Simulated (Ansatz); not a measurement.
Input:

ZrVGe:
```
CELL_PARAMETERS angstrom
     -1.86717     1.86717     7.26258
      1.86717    -1.86717     7.26258
      1.86717     1.86717    -7.26258
ATOMIC_POSITIONS crystal
  Zr 0.67621 0.67621 0.00000
  Zr 0.32379 0.32379 0.00000
  V  0.50000 0.00000 0.50000
  V  0.00000 0.50000 0.50000
  Ge 0.12645 0.12645 0.00000
  Ge 0.87355 0.87355 0.00000
```

This is the r²SCAN-relaxed structure.

### Question
All from DFT-r²SCAN in the program Ansatz with PAW potentials, unless another level is named. Estimate the electronic character.

### Answer
metallic (no gap).

### Question
Next, the density of states at the Fermi level?

### Answer
0.49 states/eV per atom (mean over ±0.08 eV).

### Question
And the formation energy from the elements (no fitted shifts)?

### Answer
-0.74 eV/atom.

Space group I4/mmm. The first step of the workflow began from a Materials Project structure, measured or hypothetical; the Crystallography Open Database copy checked does not list it. Its standing as an ambient phase is unchecked. The r²SCAN relaxation kept the symmetry of its start; its stability against distortions is not shown here. No spin polarisation was allowed. The references are the lowest solids computed at this level, not always the standard phases. Spin–orbit coupling is left out wherever it is not named.

Potentials: the later of the program's two PAW sets.
